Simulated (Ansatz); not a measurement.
One crystal and one scan (scan of one atom of the cell) at two levels, PBE (plane waves to 420 eV, PAW, scalar-relativistic; Ansatz, a first-principles code) and r2SCAN (plane waves to 500 eV, PAW, scalar-relativistic; Ansatz), each from its own relaxed cell and on its own mesh. The cell shown is that of PBE.

Relaxed Tl (hcp, Mg type):

```xyz
4
Lattice="7.2166 0.0000 0.0000 -1.8041 3.1249 0.0000 0.0000 0.0000 5.5742" Properties=species:S:1:pos:R:3 pbc="T T T"
Tl     0.0000     2.0832     4.1807
Tl     3.6083     2.0832     4.1807
Tl     1.8041     1.0416     1.3936
Tl     5.4124     1.0416     1.3936
```

Scan: atom 1 (Tl, nearest neighbour Tl at 3.480 Å; its periodic images, 3.6 Å or more away, move with it) is displaced along Cartesian [110], direction (0.707, 0.707, 0.000) in Cartesian axes, by s. The other atoms stay.

E stands for the smeared free energy. Spin-orbit coupling is left out, though Tl is heavy. Tl was relaxed with its symmetry unable to fall. With partly filled bands, energies and forces of such displacements shift with the k mesh and the smearing. Both scans cover s from -0.350 to 0.350 Å.

ΔE (meV/cell), each from the undisplaced structure of its own level:

| s (Å) | PBE | r2SCAN |
|---|---|---|
| -0.350 | 100 | 113 |
| -0.280 | 62 | withheld |
| -0.210 | 34 | 39 |
| -0.140 | 15 | 17 |
| -0.070 | 4 | 4 |
| 0.000 | 0 | 0 |
| 0.070 | 4 | 4 |
| 0.140 | 14 | 16 |
| 0.210 | 32 | 37 |
| 0.280 | 56 | 66 |
| 0.350 | 88 | 104 |

**Question.** Estimate the r2SCAN value at -0.280 from the PBE value there and the ratio of the two levels in the two nearest given rows on that side of the minimum.

**Answer.** At -0.350 and -0.210 the ratio r2SCAN/PBE averages 1.139, which gives 1.139 × 62 = 71 meV/cell. The calculation gives 70 meV/cell, +12.9 % against PBE.

(For displaced atoms, the force is minus the slope of the energy, and its curvature is a force constant, which sets phonon frequencies.)
